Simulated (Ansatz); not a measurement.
Ansatz (a quantum-chemistry and plane-wave program) input:

Ansatz 0.2 input:
```yaml
crystal:
  lattice:
    - [0.0, 4.2852856406, 4.2852856406]
    - [4.2852856406, 0.0, 4.2852856406]
    - [4.2852856406, 4.2852856406, 0.0]
  atoms:
    - { symbol: Rb, position: [0.75, 0.75, 0.75] }
    - { symbol: Rb, position: [0.25, 0.25, 0.25] }
    - { symbol: Na, position: [0.5, 0.5, 0.5] }
    - { symbol: Sc, position: [0.0, 0.0, 0.0] }
    - { symbol: F, position: [0.764700111, 0.235299889, 0.235299889] }
    - { symbol: F, position: [0.235299889, 0.764700111, 0.764700111] }
    - { symbol: F, position: [0.235299889, 0.764700111, 0.235299889] }
    - { symbol: F, position: [0.764700111, 0.235299889, 0.764700111] }
    - { symbol: F, position: [0.235299889, 0.235299889, 0.764700111] }
    - { symbol: F, position: [0.764700111, 0.764700111, 0.235299889] }
kpoints:
  mp_grid: { grid: [6, 6, 6] }
hamiltonian:
  xc: r2scan
  pseudopotentials: { kind: paw }
scf:
  occupations: { method: fixed }
checkpoint: { read: static.run }
output: { write_density: true, elf: true, volumetric_format: npy }
basis: { fft_grid_basis: typed }
```

Output (shortened):

```
Pseudopotentials: kind: paw
Pseudopotential: Rb, paw, valence charge 9
Pseudopotential: Na, paw, valence charge 9
Pseudopotential: Sc, paw, valence charge 11
Pseudopotential: F, paw, valence charge 7
Functional definition: r2SCAN
Crystal: 10 atoms, lattice volume = 157.387 Å³
Basis set: ecut = 500 eV, 4015 PW (Γ), exchange–correlation on 180×180×180 points (64 copies of the dense FFT grid, shifted against one another)
Bands: 50, of which v1, the nominal top of the filled ones, is band 40 counted from 1 (39 counted from 0)
Symmetry: 48 space group operations
Space group: Fm-3m (ITA 225), of the structure as read, at distance tolerance 5.4e-5 Å
k-points: 16 of 216
PAW frozen core: Rb, regenerated for the run's functional
PAW frozen core: Na, regenerated for the run's functional
PAW frozen core: Sc, regenerated for the run's functional
PAW frozen core: F, regenerated for the run's functional
Initial density: read from a saved state, or passed on in memory by an earlier SCF of this step, an earlier step, the calling program or the single point that …
Stability of the state it starts from, as read at its close in the unpolarized treatment …
Initial wavefunctions: pseudopotential atomic-orbital guess
Eigensolver: davidson
Functional: x = r2scan, c = r2scan; τ floored in thin density (d = 2e-4 eV/Å³)
iter 1 solved again at ethr=1.76e-7 eV; its pass at ethr=3.10e-3 eV (dr2=1.41e-4 eV) is discarded
SCF iter   1: F=—  HF=-15062.260208 eV  |F-HF|=—  |Δ(HF+E_count)|=         —  Δρ=1.04e-6  dr2=1.43e-9  dr2_τ=1.73e-10  ethr=1.76e-7  ⟨swp⟩=4.0  Hψ=4727  notcnv=0  defer=124
all-band conjugate gradients solve this SCF's bands
preconditioner: auto → Resta (q_TF=auto, 2.437 Å⁻¹)
SCF iter   2: F=—  HF=-15062.260031 eV  |F-HF|=—  |Δ(HF+E_count)|=   1.77e-4  Δρ=6.14e-7  dr2=5.15e-10  dr2_τ=2.18e-10  ethr=1.79e-12  ⟨swp⟩=13.1  Hψ=4512  notcnv=0
SCF iter   3: F=-15062.260031 eV  HF=-15062.260031 eV  |F-HF|=1.44e-10  |Δ(HF+E_count)|=  8.55e-11  Δρ=3.71e-7  dr2=1.92e-10  dr2_τ=2.59e-11  ethr=1.00e-12  ⟨swp⟩=1.0  Hψ=1604  notcnv=0
SCF 1 converged in 3 iterations: F = -15062.260031 eV  dr2 = 1.92e-10
SCF converged after 3 iterations
Free energy (F): -15062.260031 eV
Harris-Foulkes:  -15062.260031 eV  (|F-HF|=1.44e-10)
Internal energy: -15062.260031 eV  (E = F + TS)
E sigma→0 (E₀):  -15062.260031 eV
Fermi energy:    1.505528 eV
--- Per-component energies (eV) ---
  E_band       = -784.663944
  E_kinetic    = 2024.674739
  E_local      = -6942.754444  (includes V_loc(G=0)·N_el)
  E_nonlocal   = 972.591586
  E_hartree    = 2473.275628
  E_xc         = -869.105592
  E_vxc        = -1207.131750  (∫ρ·V_xc dr)
  E_paw        = -7717.206408  (= ΣΔE_a)
  E_vpaw       = -661.842916  (= ΣTr[D̂ρ^β])
  E_aug_tail   = 0.006374  (compensation charges beyond the density's cutoff)
  E_vtau       = 83.242050  (kinetic-family band-sum trace: ∫τ·v_τ [+ j·A + Jᵃ·Aᵃ] dr)
  E_ewald      = -5002.994951
  E_core_change = -0.746963  (= ΣΔE_core)
  E_smearing   =  0.000000  (= −TS)
  E_closure    =  0.000000  (closes the sum)
  Σ components = -15062.260031   (vs F -15062.260031, Δ=0.00e0)
  [band-id]    e_kinetic+e_local+e_nonlocal+2·e_hartree+e_vxc+e_vpaw+e_augmentation_tail+e_vtau = -784.663104   (vs E_band -784.663944, Δ=8.39e-4)
--- Band table (eV; the first three rows and the last of 16) ---
  k-point 0: bands = ["-47.0398", "-45.8204", "-23.7880", "-23.7880", "-23.7880", "-21.5663", "-21.4827", "-19.1179", "-18.9401", "-18.9401", "-18.6273", "-18.6273", "-18.6273", "-17.3571", "-17.3571", "-17.3571", "-5.3417", "-5.3417", "-5.3417", "-5.0811", "-5.0811", "-5.0811", "-0.6898", "-0.0672", "-0.0672", "0.2130", "0.2130", "0.2130", "0.3243", "0.3243", "0.3243", "1.0061", "1.0061", "1.0061", "1.3162", "1.3162", "1.3162", "1.5055", "1.5055", "1.5055", "9.3260", "9.3260", "9.3260", "9.6312", "11.4574", "11.4574", "12.2316", "12.2316", "12.5797", "12.5797"]
  k-point 1: bands = ["-47.0398", "-45.8204", "-23.7890", "-23.7877", "-23.7877", "-21.5566", "-21.4855", "-19.1330", "-18.9728", "-18.9728", "-18.6148", "-18.5876", "-18.5876", "-17.3670", "-17.3647", "-17.3647", "-5.3131", "-5.3131", "-5.2812", "-5.0864", "-5.0864", "-5.0573", "-0.6174", "-0.1106", "-0.1106", "0.1335", "0.2143", "0.2143", "0.2547", "0.3935", "0.3935", "0.9557", "0.9557", "1.0320", "1.1676", "1.2919", "1.2919", "1.4607", "1.4607", "1.4772", "9.3456", "9.3457", "9.3457", "9.9549", "11.5319", "11.5319", "12.3001", "12.3001", "12.6622", "12.8390"]
  k-point 2: bands = ["-47.0398", "-45.8204", "-23.7912", "-23.7872", "-23.7872", "-21.5340", "-21.4942", "-19.1623", "-19.0236", "-19.0236", "-18.5906", "-18.5221", "-18.5221", "-17.3874", "-17.3804", "-17.3804", "-5.2426", "-5.2426", "-5.1452", "-5.1097", "-5.1097", "-5.0179", "-0.4573", "-0.1754", "-0.1754", "-0.0025", "0.1163", "0.2212", "0.2212", "0.5126", "0.5126", "0.8370", "0.8546", "0.8546", "1.0972", "1.2461", "1.2461", "1.3634", "1.3634", "1.4071", "9.3820", "9.3820", "9.3870", "10.7867", "11.6147", "11.6147", "12.5483", "12.7098", "12.7098", "13.3589"]
  k-point 15: bands = ["-47.0398", "-45.8204", "-23.7909", "-23.7894", "-23.7882", "-21.5104", "-21.5010", "-19.1406", "-19.0071", "-18.9793", "-18.6287", "-18.6199", "-18.5479", "-17.3827", "-17.3569", "-17.3566", "-5.1932", "-5.1667", "-5.1430", "-5.0678", "-5.0004", "-4.9629", "-0.5528", "-0.2100", "-0.1920", "-0.1006", "0.0643", "0.2775", "0.3621", "0.4006", "0.4622", "0.8202", "0.9049", "0.9209", "0.9676", "1.0833", "1.1088", "1.1114", "1.2561", "1.4281", "9.3996", "9.4442", "9.4671", "11.1779", "11.7637", "12.0677", "12.7869", "13.0193", "13.0792", "13.3994"]
  band table: 50 of 50 bands, residual norms ≤ 1.0e-3 eV
```

Cost: about 20 core-seconds (a rough figure) on shared cores.

The workflow started from a Materials Project entry (that database holds measured and hypothetical structures alike); the Crystallography Open Database copy checked does not list it. Its standing as an ambient phase is unchecked. The r²SCAN relaxation kept the symmetry of its start; its stability against distortions is not shown here. The run is not spin-polarised. Scalar-relativistic: spin–orbit coupling is off unless named, which matters more the heavier the elements.

Potentials: the later of the program's two PAW sets.

Ansatz is a plane-wave DFT program.
